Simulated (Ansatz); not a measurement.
The cell is B2AsN as one 8-atom ordering (I-42d) on the zincblende lattice; cell and atoms were relaxed with r2SCAN. The symmetry is I-42d (No. 122, tetragonal); a = 4.242 Å, c = 8.307 Å in the conventional setting, 9.34 Å³ an atom. Around N lie 4 B at 1.66 Å; around B lie 2 N at 1.66 Å and 2 As at 2.03 Å; around As lie 4 B at 2.03 Å.

```
N B As
1.0
    -2.12115    2.12115    4.15339
     2.12115   -2.12115    4.15339
     2.12115    2.12115   -4.15339
N B As
2 4 2
Direct
  0.00000 0.00000 0.00000
  0.25000 0.75000 0.50000
  0.62500 0.70013 0.57513
  0.95013 0.37500 0.07513
  0.12500 0.04987 0.42487
  0.29987 0.87500 0.92487
  0.50000 0.50000 0.00000
  0.75000 0.25000 0.50000
```

4 runs of the PAW code Ansatz on this cell differ in the functional (and in the settings that go with it). Levels are in eV from each run's valence top; v1 is the last filled band, c1 the first empty one.

Run A, mean stress +2.3 GPa (compression positive):
```tsv
point	v5	v3	v1	c1	c2	c3
Γ	-3.58	-0.06	-0.06	2.08	3.08	5.41
X	-2.75	-1.52	-0.40	3.87	3.87	6.15
P	-2.83	-1.33	-1.02	4.17	4.17	6.29
```

Run B, mean stress -2.9 GPa (compression positive):
```tsv
point	v5	v3	v1	c1	c2	c3
Γ	-3.90	-0.09	-0.06	2.97	3.98	6.72
X	-3.05	-1.67	-0.41	4.88	4.88	7.39
P	-3.13	-1.44	-1.08	5.20	5.20	7.53
```

Run C, mean stress 0.0 GPa (compression positive):
```tsv
point	v5	v3	v1	c1	c2	c3
Γ	-3.82	-0.11	-0.04	2.41	3.31	5.82
X	-2.93	-1.64	-0.46	4.14	4.14	6.60
P	-3.03	-1.43	-1.13	4.46	4.46	6.76
```

Run D, mean stress -2.9 GPa (compression positive):
```tsv
point	v5	v3	v1	c1	c2	c3
Γ	-3.92	-0.09	-0.07	3.68	4.71	7.46
X	-3.08	-1.68	-0.41	5.61	5.61	8.13
P	-3.16	-1.45	-1.10	5.93	5.93	8.28
```

Q: Match the runs to PBE, r2SCAN, HSE06, PBE0.

A: A is PBE, B is HSE06, C is r2SCAN, D is PBE0. In order of the gap: PBE 2.08, r2SCAN 2.41, HSE06 2.97, PBE0 3.68 eV. The stress vanishes for r2SCAN, which relaxed the cell.

No spin polarisation. The prototype was imposed, so other structures may be more stable.

Spin-orbit coupling is left out.

The stress of a hybrid is loosely converged in these runs.
